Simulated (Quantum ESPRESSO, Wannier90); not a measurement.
Tight-binding from DFT: TiTl₂F₆ (P-3m1)

```
TiTl2F6
1.0
    5.91908     0.00000     0.00000
   -2.95954     5.12607     0.00000
    0.00000     0.00000     4.76419
Ti Tl F
1 2 6
Direct
  0.00000   0.00000   0.00000
  0.66667   0.33333   0.31259
  0.33333   0.66667   0.68741
  0.84779   0.15221   0.77892
  0.15221   0.84779   0.22108
  0.84779   0.69558   0.77892
  0.15221   0.30442   0.22108
  0.30442   0.15221   0.77892
  0.69558   0.84779   0.22108
```

Structure: Materials Project mp-10402, symmetrised, not relaxed again. Not found in the COD (Crystallography Open Database) copy used; not checked further. Level: PBEsol, no spin polarisation, no spin-orbit coupling; pw.x of Quantum ESPRESSO at 68 Ry with PseudoDojo potentials, 6×6×6 k-points, Wannier90. Density: 6×6×6 mesh, cold smearing 0.01 Ry. Spin-orbit coupling is left out although heavy elements are present.

postw90 (berry_task = kubo; independent particles, width 0.1 eV, no gap correction, excitons or local fields) prints σ_xx for one spin direction:

| ħω (eV) | Re σ (S/cm) | Im σ (S/cm) |
|---|---|---|
| 0.10 | 0 | -13 |
| 4.85 | 19 | -1260 |
| 5.60 | 3340 | -1580 |

Work out the dielectric function, refractive index, reflectivity and absorption coefficient at these energies.

ε = 1 + iσ/(ε0 ω), so ε₂ = Re σ/(ε0 ω) and ε₁ = 1 − Im σ/(ε0 ω); ε0 ω = 134.5 S/cm × ħω in eV, and σ is doubled for both spins.
- 0.10 eV: ε₁ = 2.9, ε₂ = 0.0; n + ik = √ε = 1.71 + 0.00i; R = 7 %
- 4.85 eV: ε₁ = 4.9, ε₂ = 0.1; n + ik = √ε = 2.21 + 0.01i; R = 14 %; α = 2ωk/c = 6500 cm⁻¹
- 5.60 eV: ε₁ = 5.2, ε₂ = 8.9; n + ik = √ε = 2.78 + 1.59i; R = 34 %; α = 2ωk/c = 900000 cm⁻¹
The model holds its own bands alone, so ε₁ lacks the part of higher transitions, and near sharp peaks it hangs on the broadening.
